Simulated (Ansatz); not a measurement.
Input file for Ansatz (an electronic-structure program):

Ansatz 0.2 input:
```yaml
crystal:
  lattice:
    - [0.0, 2.6955929148, 2.6955929148]
    - [2.6955929148, 0.0, 2.6955929148]
    - [2.6955929148, 2.6955929148, 0.0]
  atoms:
    - { symbol: P, position: [0.75, 0.75, 0.75] }
    - { symbol: Ga, position: [0.0, 0.0, 0.0] }
kpoints:
  mp_grid: { grid: [8, 8, 8] }
hamiltonian:
  xc: lda
  pseudopotentials: { kind: paw }
scf:
  occupations: { method: fixed }
phonons:
  method: dfpt
  response_accuracy: low
  qmesh: [4, 4, 4]
  interpolated_qmesh: [17, 17, 17]
  dielectric: true
  rigid_motions: translations
  temperatures: { t_max: 1000, t_step: 50 }
  qpath:
    path:
      - [[0.0, 0.0, 0.0], [0.5, 0.0, 0.5], [0.625, 0.25, 0.625]]  # Γ-X-U
      - [[0.375, 0.375, 0.75], [0.0, 0.0, 0.0], [0.5, 0.5, 0.5], [0.5, 0.25, 0.75], [0.5, 0.0, 0.5]]  # K-Γ-L-W-X
    npoints: 13
```

Output (shortened):

```
WARN phonons: the dynamical matrix that this run interpolates holds no multipole term above the dipole-dipole one, and a site of this crystal is no centre of …
Pseudopotential: P, paw, valence charge 5
Pseudopotential: Ga, paw, valence charge 13
Functional definition: SPW92
Crystal: 2 atoms, lattice volume = 39.174 Å³
Basis set: ecut = 420 eV, 749 PW (Γ), exchange–correlation on 54×54×54 points (8 copies of the dense FFT grid, shifted against one another)
Bands: 13, of which v1, the nominal top of the filled ones, is band 9 counted from 1 (8 counted from 0)
Symmetry: 24 space group operations
k-points: 95 of 512 (irreducible under 4 space group operations, time reversal used)
SCF iter   1: F=—  HF=-4433.771590 eV  |F-HF|=—  |Δ(HF+E_count)|=         —  Δρ=6.38e-3  dr2=1.57e-2  ethr=1.77e-3  ⟨swp⟩=5.0  Hψ=6534  notcnv=0  defer=169
preconditioner: auto → none
SCF iter   2: F=—  HF=-4433.766053 eV  |F-HF|=—  |Δ(HF+E_count)|=   5.54e-3  Δρ=3.08e-3  dr2=1.58e-3  ethr=8.74e-5  ⟨swp⟩=2.7  Hψ=2470  notcnv=0  defer=185
SCF iter   3: F=—  HF=-4433.765648 eV  |F-HF|=—  |Δ(HF+E_count)|=   4.05e-4  Δρ=9.74e-4  dr2=2.72e-4  ethr=8.75e-6  ⟨swp⟩=2.7  Hψ=2396  notcnv=0  defer=185
SCF iter   4: F=—  HF=-4433.765547 eV  |F-HF|=—  |Δ(HF+E_count)|=   1.00e-4  Δρ=3.71e-4  dr2=2.36e-5  ethr=1.51e-6  ⟨swp⟩=2.0  Hψ=2296  notcnv=0  defer=177
SCF iter   5: F=—  HF=-4433.765544 eV  |F-HF|=—  |Δ(HF+E_count)|=   3.37e-6  Δρ=1.94e-5  dr2=9.45e-8  ethr=1.31e-7  ⟨swp⟩=2.9  Hψ=2112  notcnv=0  defer=162
SCF iter   6: F=—  HF=-4433.765546 eV  |F-HF|=—  |Δ(HF+E_count)|=   1.75e-6  Δρ=4.07e-6  dr2=6.80e-9  ethr=5.25e-10  ⟨swp⟩=2.7  Hψ=2171  notcnv=0  defer=160
SCF iter   7: F=—  HF=-4433.765546 eV  |F-HF|=—  |Δ(HF+E_count)|=   1.74e-9  Δρ=5.64e-7  dr2=1.13e-10  ethr=3.78e-11  ⟨swp⟩=3.0  Hψ=2288  notcnv=0  defer=162
SCF iter   8: F=-4433.765546 eV  HF=-4433.765546 eV  |F-HF|=6.37e-12  |Δ(HF+E_count)|=  3.09e-11  Δρ=8.35e-8  dr2=2.72e-12  ethr=1.00e-12  ⟨swp⟩=10.7  Hψ=8502  notcnv=0
SCF 1 converged in 8 iterations: F = -4433.765546 eV  dr2 = 2.72e-12
DFPT response loops at Γ: preconditioner auto → none (the input reference at scf.mixing.eps_inf says where Resta's filter doesn't serve); β = 0.50 …
── the response to a field inside a basis, on 10×10×10 k-points: an SCF that follows is theirs, and a resumed run solves both again ──
Crystal: 2 atoms, lattice volume = 39.174 Å³
Bands: 10, of which v1, the nominal top of the filled ones, is band 9 counted from 1 (8 counted from 0)
k-points: 110
SCF iter   1: F=—  HF=-4433.767497 eV  |F-HF|=—  |Δ(HF+E_count)|=         —  Δρ=1.70e-4  dr2=8.02e-6  ethr=1.00e-1
preconditioner: auto → none
SCF iter   2: F=—  HF=-4433.767494 eV  |F-HF|=—  |Δ(HF+E_count)|=   2.57e-6  Δρ=1.04e-4  dr2=1.58e-6  ethr=4.46e-8
SCF iter   3: F=—  HF=-4433.767494 eV  |F-HF|=—  |Δ(HF+E_count)|=   1.04e-7  Δρ=1.90e-5  dr2=5.94e-8  ethr=8.78e-9
SCF iter   4: F=-4433.767494 eV  HF=-4433.767494 eV  |F-HF|=1.57e-8  |Δ(HF+E_count)|=   1.89e-8  Δρ=4.97e-6  dr2=8.54e-9  ethr=3.30e-10
SCF 1 converged in 4 iterations: F = -4433.767494 eV  dr2 = 8.54e-9
DFPT response loops at Γ: mixed as the last ones told, above
WARN: field response: ε∞ stands inside a basis, on 10×10×10 points …
NSCF: frozen V_eff on 29 k-points
NSCF: frozen V_eff on 576 k-points
DFPT response loops at q = (0, 0, 0.25) (fractional): mixed as the last ones told, above
NSCF: frozen V_eff on 300 k-points
DFPT response loops at q = (0, 0, -0.5) (fractional): preconditioner auto → Resta (q_TF=auto, 2.397 Å⁻¹)  ε∞=6.5 (no band partly filled) …
NSCF: frozen V_eff on 328 k-points
DFPT response loops at q = (0, 0.25, 0.25) (fractional) …
NSCF: frozen V_eff on 1024 k-points
DFPT response loops at q = (0, 0.25, -0.5) (fractional): preconditioner auto → Resta (q_TF=auto, 2.397 Å⁻¹)  ε∞=6.5 (no band partly filled) …
NSCF: frozen V_eff on 576 k-points
DFPT response loops at q = (0, 0.25, -0.25) (fractional): mixed as the last ones told, above
NSCF: frozen V_eff on 190 k-points
DFPT response loops at q = (0, -0.5, -0.5) (fractional): mixed as the last ones told, above
NSCF: frozen V_eff on 328 k-points
DFPT response loops at q = (0.25, -0.5, -0.25) (fractional): mixed as the last ones told, above
SCF converged after 8 iterations
Free energy (F): -4433.765546 eV
Harris-Foulkes:  -4433.765546 eV  (|F-HF|=6.37e-12)
Internal energy: -4433.765546 eV  (E = F + TS)
E sigma→0 (E₀):  -4433.765546 eV
Fermi energy:    7.262485 eV
--- Per-component energies (eV) ---
  E_band       = -58.350191
  E_kinetic    = 187.695461
  E_local      = -2183.838994  (includes V_loc(G=0)·N_el)
  E_nonlocal   = 462.042905
  E_hartree    = 1009.012173
  E_xc         = -130.661609
  E_vxc        = -120.349337  (∫ρ·V_xc dr)
  E_paw        = -2452.774440  (= ΣΔE_a)
  E_vpaw       = -421.924396  (= ΣTr[D̂ρ^β])
  E_aug_tail   = -0.000127  (compensation charges beyond the density's cutoff)
  E_ewald      = -1327.086747
  E_core_change = 1.845831  (= ΣΔE_core)
  E_smearing   =  0.000000  (= −TS)
  E_closure    = 0.000000  (closes the sum)
  Σ components = -4433.765546   (vs F -4433.765546, Δ=0.00e0)
  [band-id]    e_kinetic+e_local+e_nonlocal+2·e_hartree+e_vxc+e_vpaw+e_augmentation_tail = -58.350141   (vs E_band -58.350191, Δ=5.02e-5)
--- Band table (eV; the first three rows and the last of 95) ---
  k-point 0: bands = ["-7.4813", "-7.4813", "-7.4813", "-7.3728", "-7.3728", "-5.5084", "7.2625", "7.2625", "7.2625", "9.1440", "11.0394", "11.0394", "11.0394"]
  k-point 1: bands = ["-7.4963", "-7.4762", "-7.4762", "-7.3729", "-7.3729", "-5.2972", "5.5801", "7.0159", "7.0159", "9.7197", "11.4067", "11.4067", "11.6772"]
  k-point 2: bands = ["-7.5288", "-7.4652", "-7.4652", "-7.3715", "-7.3715", "-4.6970", "3.2519", "6.5587", "6.5587", "9.3643", "11.9257", "11.9257", "13.6098"]
  k-point 94: bands = ["-7.5854", "-7.4395", "-7.4159", "-7.3901", "-7.3633", "-2.2463", "0.4744", "3.4840", "3.6270", "11.8609", "12.1667", "13.2575", "13.3193"]
--- Phonons (Γ-DFPT): 2 representative perturbations + reference, on 95 of 512 k-points (Σ response iterations 6) ---
  ASR residual: 1.795e-4 → 0.000e0 eV/Å²; symmetrization residual: 7.419e-5 eV/Å²
  ASR residual per site (eV/Å²): 1.79e-4 8.86e-5
  Γ frequencies (cm⁻¹): 0.00 0.00 0.00 364.89 364.89 364.89
  ε∞ (high-frequency dielectric tensor):
       10.643343     0.000000     0.000000
        0.000000    10.643343     0.000000
        0.000000     0.000000    10.643343
  ε⁰ (static dielectric tensor: ions relaxed, cell fixed):
       12.488052     0.000000     0.000000
        0.000000    12.488052     0.000000
        0.000000     0.000000    12.488052
  ε⁰ − ε∞ (ionic part):
        1.844709     0.000000     0.000000
        0.000000     1.844709     0.000000
        0.000000     0.000000     1.844709
  softest optical mode at Γ: 364.89 cm⁻¹; the repairs (sum rule, projections) moved no ω² at Γ by more than (2.34 cm⁻¹)²
  Born effective charges Z* (e; rows j = field, columns β = displacement):
    site 0:
        -2.04781    0.00000    0.00000
         0.00000   -2.04781    0.00000
         0.00000    0.00000   -2.04781
    site 1:
         2.04781    0.00000    0.00000
         0.00000    2.04781    0.00000
         0.00000    0.00000    2.04781
  Z* charge neutrality: 5.037e-5 e pre-enforcement
  solved inside a basis spanned on kpoints, on 10×10×10 k-points transformed towards the longest dipole …
  optical modes at Γ without the LO–TO term, one row a degenerate level:
      ω (cm⁻¹)  modes    IR ((D/Å)²/amu)
        364.89      3            13.5335
  optical modes at Γ + LO–TO along q̂ = [1.0000, 0.0000, 0.0000]:
      ω (cm⁻¹)  modes    IR ((D/Å)²/amu)
        364.89      2             9.0223
        395.25      1             4.5112
  optical modes at Γ + LO–TO along q̂ = [0.0000, 1.0000, 0.0000]:
      ω (cm⁻¹)  modes    IR ((D/Å)²/amu)
        364.89      2             9.0223
        395.25      1             4.5112
  optical modes at Γ + LO–TO along q̂ = [0.0000, 0.0000, 1.0000]:
      ω (cm⁻¹)  modes    IR ((D/Å)²/amu)
        364.89      2             9.0223
        395.25      1             4.5112
  non-analytic LO–TO correction: the dipole-dipole term of the run's Born effective charges and high-frequency dielectric tensor (where they are solved with …
--- Phonons (arbitrary-q DFPT): 8 irreducible q on the 4×4×4 mesh ---
  q = [0.0000, 0.0000, 0.0000] (star 1, of the zone-centre solve; hermiticity 1.41e-5, symmetrization 1.75e-13):  0.00 0.00 0.00 364.89 364.89 364.89
  q = [0.0000, 0.0000, 0.2500] (star 8, 2 solved perturbations on 288 of 512 k-point pairs; hermiticity 4.92e-6, symmetrization 3.89e-13): 66.38 66.38 161.45 362.42 362.42 385.43
  q = [0.0000, 0.0000, -0.5000] (star 4, 2 solved perturbations on 150 of 512 k-point pairs; hermiticity 5.94e-6, symmetrization 7.93e-13): 78.91 78.91 233.06 362.83 362.83 370.61
  q = [0.0000, 0.2500, 0.2500] (star 6, 4 solved perturbations in 528 linear systems a pass and spin channel, the states on 164 of 512 k-point pairs; hermiticity 6.50e-6, symmetrization 7.42e-14): 89.05 89.05 166.57 360.43 360.43 387.17
  q = [0.0000, 0.2500, -0.5000] (star 24, 4 solved perturbations in 1600 linear systems a pass and spin channel, the states on 512 of 512 k-point pairs; hermiticity 6.88e-6, symmetrization 1.04e-13): 98.41 130.54 213.36 344.79 360.54 388.69
  q = [0.0000, 0.2500, -0.2500] (star 12, 4 solved perturbations in 904 linear systems a pass and spin channel, the states on 288 of 512 k-point pairs; hermiticity 5.47e-6, symmetrization 3.47e-13): 94.11 130.14 192.57 346.14 358.87 391.92
  q = [0.0000, -0.5000, -0.5000] (star 3, 4 solved perturbations in 308 linear systems a pass and spin channel, the states on 95 of 512 k-point pairs; hermiticity 8.01e-6, symmetrization 3.11e-13): 101.46 101.46 251.19 362.12 362.12 366.97
  q = [0.2500, -0.5000, -0.2500] (star 6, 4 solved perturbations in 502 linear systems a pass and spin channel, the states on 164 of 512 k-point pairs; hermiticity 6.69e-6, symmetrization 1.91e-13): 123.47 142.73 216.46 328.44 364.26 393.32
  sum rule: each row above includes the acoustic sum rule's correction from the zone centre's row sums; it moved no ω² by more than (1.26 cm⁻¹)²
  mesh force constants: q→R imaginary residual 5.46e-18; ASR residual 1.795e-4 → 0.000e0 eV/Å²; symmetrization residual 1.066e-14 eV/Å²
  interpolated dispersion: 81 rows × 6 modes
  density of states and harmonic sums: on the 17×17×17 q-mesh, interpolated from the force constants of a 4×4×4 supercell (with the dipole–dipole term)
  largest difference from the sums on the solved wave vectors: F 9.77e-3 eV, S 1.38e-5 and C_V 3.98e-6 eV/K
  zero-point energy: 0.093247 eV/cell   skipped modes (ω ≤ 0): 3   left out of the sums: 1.02e-4 of the cell's modes …
```

Cost: roughly 3.0 core-minutes on shared cores.

Space group F-43m (zinc blende). Symmetry was held in the LDA relaxation. Scalar-relativistic: spin–orbit coupling is off unless named, which matters more the heavier the elements.

Potentials: the later of the program's two PAW sets.

Ansatz is a plane-wave DFT program.
